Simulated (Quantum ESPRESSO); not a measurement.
# Ru2Ga3Al2Mg: one composition in several site orders

Computed values, not a measurement. The program is pw.x of Quantum ESPRESSO 7.5 (plane-wave density functional theory). The cell is made up: eight metal atoms on a face-centred cubic lattice, with elements, volume, strain and displacements drawn at random and not relaxed, so it may be unstable or far from any real phase. PseudoDojo standard norm-conserving files set the functional (PBE unless stated); there is no spin polarisation or spin-orbit coupling, the Fermi-Dirac width of 0.25 eV means electrons at about 2900 K, and the masses in the input are unused placeholders. A spin test at this wide smearing found no moment, but such smearing suppresses magnetism that the real alloy may have.

The runs put one composition on the sites in different orders. Cell, positions, cutoff, mesh and smearing stay as in the input of run 1; sites are counted in its order. Stress in the tables is positive in tension.

Input of run 1:

```
&control calculation='scf', pseudo_dir='./dojo.nc.sr.pbe.v0_5.standard.upf', outdir='./o', disk_io='medium', tprnfor=.true., tstress=.true. /
&system ibrav=0, nat=8, ntyp=4, nbnd=54, ecutwfc=84.00895049, nosym=.true., tot_charge=0,
 occupations='smearing', smearing='fd', degauss=0.0183746611
/
&electrons conv_thr=1.470e-08, electron_maxstep=70, mixing_beta=0.5 /
ATOMIC_SPECIES
Al 1.0 Al.upf
Ga 1.0 Ga.upf
Mg 1.0 Mg.upf
Ru 1.0 Ru.upf
CELL_PARAMETERS angstrom
2.1046 4.2092 2.1046
2.1046 -4.2092 2.1046
4.2092 0.0 -4.2092
ATOMIC_POSITIONS angstrom
Ru -0.0451 0.119 0.0201
Ru 1.9921 -0.2345 -2.0712
Ga 2.127 -2.2918 -0.0002
Al 4.0895 -2.1448 -2.074
Al 2.1934 1.9921 -0.0864
Ga 4.2206 2.0359 -2.1728
Ga 2.1154 -0.0187 2.0783
Mg 4.191 -0.0526 -0.0472
K_POINTS automatic
5 5 4 1 1 1
```

| run | elements on sites 1 to 8 | free energy less that of run 1 (eV) | -TS (eV) | pressure (GPa) | stress xx (GPa) | stress yy (GPa) | stress zz (GPa) | stress yz (GPa) | stress xz (GPa) | stress xy (GPa) | iterations |
| --- | --- | --- | --- | --- | --- | --- | --- | --- | --- | --- | --- |
| 1 | Ru Ru Ga Al Al Ga Ga Mg | 0.000 | -1.240 | -13.63 | 13.12 | 14.45 | 13.33 | -0.18 | 2.88 | 0.02 | 11 |
| 2 | Ga Ga Al Al Mg Ga Ru Ru | 0.084 | -1.309 | -13.19 | 12.17 | 14.50 | 12.91 | 1.34 | 2.97 | 0.99 | 11 |
| 3 | Ga Ru Al Ga Al Ru Mg Ga | -0.074 | -1.209 | -13.74 | 14.52 | 12.03 | 14.67 | -0.53 | 0.32 | -1.70 | 11 |
| 4 | Mg Ru Ga Ga Ru Al Al Ga | 0.088 | -1.211 | -12.88 | 13.60 | 12.63 | 12.40 | -2.03 | -0.32 | -2.33 | 11 |
| 5 | Ru Ga Ga Al Al Ga Ru Mg | 0.223 | -1.255 | -13.60 | 13.08 | 14.42 | 13.31 | -0.63 | -4.14 | 0.43 | 11 |
| 6 | Al Ga Ru Ru Ga Ga Mg Al | 0.012 | -1.289 | -13.08 | 12.18 | 14.79 | 12.26 | -0.85 | 3.43 | -1.16 | 11 |

Forces Fx Fy Fz (eV/Å):

| site | run 1 | run 2 | run 3 | run 4 | run 5 | run 6 |
| --- | --- | --- | --- | --- | --- | --- |
| 1 | -0.04 0.66 0.06 | -0.05 -0.53 0.04 | -0.25 -0.29 0.30 | 0.15 -0.72 -0.22 | -0.05 0.18 0.08 | -0.22 -0.15 -0.06 |
| 2 | 0.09 -0.62 -0.06 | 0.30 0.52 -0.07 | -0.22 0.12 0.45 | 0.45 -0.04 -0.35 | 0.15 0.33 0.02 | 0.19 0.29 0.01 |
| 3 | -0.01 0.16 0.18 | -0.30 0.16 -0.05 | 0.37 0.35 -0.53 | 0.22 0.43 -0.32 | -0.78 0.06 0.85 | 0.38 -0.17 -0.05 |
| 4 | 0.44 -0.01 -0.24 | 0.22 -0.09 -0.17 | -0.08 0.06 0.04 | -0.13 0.08 0.10 | 1.30 -0.18 -1.06 | -0.08 0.25 -0.05 |
| 5 | -0.45 0.10 0.15 | -0.38 -0.01 0.15 | 0.26 0.21 -0.21 | -0.26 -0.01 0.37 | -1.33 -0.10 0.97 | -0.30 -0.01 0.02 |
| 6 | 0.01 0.11 -0.12 | 0.12 0.08 -0.04 | 0.07 -0.01 -0.10 | -0.35 0.36 0.64 | 0.71 -0.03 -0.82 | -0.01 0.11 0.08 |
| 7 | -0.07 -0.10 0.03 | -0.14 0.11 0.28 | -0.36 -0.29 0.30 | 0.28 -0.02 -0.42 | -0.03 -0.03 -0.01 | -0.09 -0.20 0.00 |
| 8 | 0.03 -0.30 0.00 | 0.24 -0.24 -0.14 | 0.22 -0.15 -0.25 | -0.37 -0.09 0.20 | 0.04 -0.22 -0.03 | 0.13 -0.12 0.05 |

The sites are displaced and not relaxed, so the energy differences mix bonding between neighbours with strain and are not ordering energies. A rerun of one cell of this series at a higher cutoff and on a denser mesh moved values by no more than 0.002 eV in energy, 0.06 GPa in stress and 0.010 eV/Å in force, and a second program with other atomic files agreed on that cell to 2 % rms in force and 0.5 GPa in pressure.